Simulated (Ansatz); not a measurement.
The end point of a relaxation of HfO2. Calculation: r2SCAN (plane waves to 500 eV, PAW, scalar-relativistic; Ansatz, a program for electronic structure).

```cif
data_Hf4O8
_chemical_formula_sum 'Hf4 O8'
_space_group_name_H-M_alt 'P 1'
_space_group_IT_number 1
_cell_length_a 5.24718
_cell_length_b 5.03060
_cell_length_c 5.05984
_cell_angle_alpha 90.000
_cell_angle_beta 90.000
_cell_angle_gamma 90.000
loop_
_space_group_symop_operation_xyz
  'x, y, z'
loop_
_atom_site_label
_atom_site_type_symbol
_atom_site_fract_x
_atom_site_fract_y
_atom_site_fract_z
_atom_site_occupancy
Hf1 Hf 0.03246 0.26701 0.24857 1
Hf2 Hf 0.96754 0.73299 0.74857 1
Hf3 Hf 0.53246 0.73299 0.24857 1
Hf4 Hf 0.46754 0.26701 0.74857 1
O1 O 0.36706 0.06999 0.10889 1
O2 O 0.63294 0.93001 0.60889 1
O3 O 0.86706 0.93001 0.10889 1
O4 O 0.13294 0.06999 0.60889 1
O5 O 0.23211 0.53888 0.99853 1
O6 O 0.76789 0.46112 0.49853 1
O7 O 0.73211 0.46112 0.99853 1
O8 O 0.26789 0.53888 0.49853 1
```

Q: Find the space group and the Wyckoff positions (tolerance 0.01 Å).

A: Space group Pca2₁ (No. 29); a = 5.2472 Å, b = 5.0306 Å, c = 5.0598 Å, α = 90.00°, β = 90.00°, γ = 90.00°

| atom | site | symmetry | x | y | z |
|---|---|---|---|---|---|
| Hf | 4a | 1 | 0.0325 | 0.2670 | 0.2486 |
| O | 4a | 1 | 0.3671 | 0.0700 | 0.1089 |
| O | 4a | 1 | 0.2679 | 0.5389 | 0.4985 |

Q: Give the shortest distances between elements (the closest pairs, up to four, under 3.6 Å).

A: Hf–O 2.03 Å; O–O 2.53 Å; Hf–Hf 3.41 Å.

* **Volume per atom**: 11.13 Å³
* **Band gap**: 4.97 eV, indirect (valence top at Γ, conduction bottom at k = (0.2, 0.4, 0.4)) (no spin-orbit coupling)
* **Smallest direct gap**: 5.18 eV at Y

No spin polarisation in the result.

The run could not lose the symmetry of its start.

The first start was generated by placing the elements on the sites of a structure type. Materials Project lists a structure of HfO2 in the same space group, Pca2₁ (No. 29); the sites were not compared with it, nor with measured phases.
